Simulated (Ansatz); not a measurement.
Moving the functional in HPbNO4

```
H Pb N O
1.0
     4.19923    0.11117    0.16817
     1.91600    3.89132    0.12568
     1.76085    1.25259    6.37266
H Pb N O
1 1 1 4
Direct
  0.89145 0.68202 0.62796
  0.14426 0.92872 0.88352
  0.25670 0.28861 0.30171
  0.83108 0.65056 0.78405
  0.38694 0.22380 0.11295
  0.31104 0.03576 0.45856
  0.07726 0.60633 0.32275
```

The cell comes from a database or a generator and needn't be the stable form of this composition.

Kept alike: task single point; k mesh 3 × 3 × 2; occupations fermi-dirac, width 0.05 eV; no spin polarisation. Program: Ansatz, Ansatz PAW. Cutoffs run from 420 to 500 eV. The mesh is that of the run's cell of 7 atoms. No spin-orbit coupling.

```csv
functional,pressure (GPa)
B3LYP,-1.99
HSE03,-4.07
HSE06,-4.18
PBE0,-4.25
r2SCAN0,-6.19
r2SCANh,-4.45
```

The k mesh is coarse, so the values aren't converged. Pressure is positive in compression, with a Pulay correction for the finite cutoff. All rows use potentials made for PBE.

The pressure runs from -6.19 (r2SCAN0) to -1.99 GPa (B3LYP). A positive pressure means that the functional's own cell is larger than the one given, a negative one that it is smaller.
